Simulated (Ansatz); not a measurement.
Computed properties of ScNiN2

ScNiN2:
```
CELL_PARAMETERS angstrom
      1.64648     0.95060     5.63405
     -1.64648     0.95060     5.63405
      0.00000    -1.90120     5.63405
ATOMIC_POSITIONS crystal
  Sc 0.50000 0.50000 0.50000
  Ni 0.00000 0.00000 0.00000
  N  0.89802 0.89802 0.89802
  N  0.10198 0.10198 0.10198
```
The run is spin-polarised; directions of the spins, atom by atom: 0 ↑ ↑ ↑.

Space group R-3m (No. 166); conventional cell a = 3.2930 Å, b = 3.2930 Å, c = 16.9022 Å, α = 90.00°, β = 90.00°, γ = 120.00°.

Method: r²SCAN (plane waves, PAW; program Ansatz). Structure relaxed to zero pressure with the same functional. Other levels are named where they apply.

**Cell and energy**

```yaml
volume_per_atom: 13.23 Å³
density: 4.13 g/cm³
Formation energy from the elements (no fitted shifts): -0.39 eV/atom
```

**Electronic structure**

```yaml
electronic_character: metallic (no gap)
Density of states at the Fermi level: 0.30 states/eV per atom (mean over ±0.08 eV)
```

**Magnetism**

```yaml
magnetic_order: ferromagnetic
net_moment: 0.68 μB per atom
```

**Charges**

```yaml
bader_charges: Sc +1.96, Ni +0.83, N -1.39 e
```

The start of the workflow was typed in or built on a structure type; neither database checked (COD, Materials Project) lists it. Its standing as an ambient phase is unchecked. The cell was relaxed with r²SCAN under the symmetry of its start; whether a distortion lowers the energy is not shown. The final state is ferromagnetic, chosen from 2 collinear starts compared on coarse meshes (ties went to the first, and starts can fall back to one state), not a proven ground state. Other orbital occupations within this spin state were not tried. No Hubbard U is applied. For itinerant 3d metals, meta-GGAs of the SCAN family and hybrids are commonly reported to give too large moments. The references are the lowest solids computed at this level, not always the standard phases (solids in place of the gases).

Potentials: the later of the program's two PAW sets.
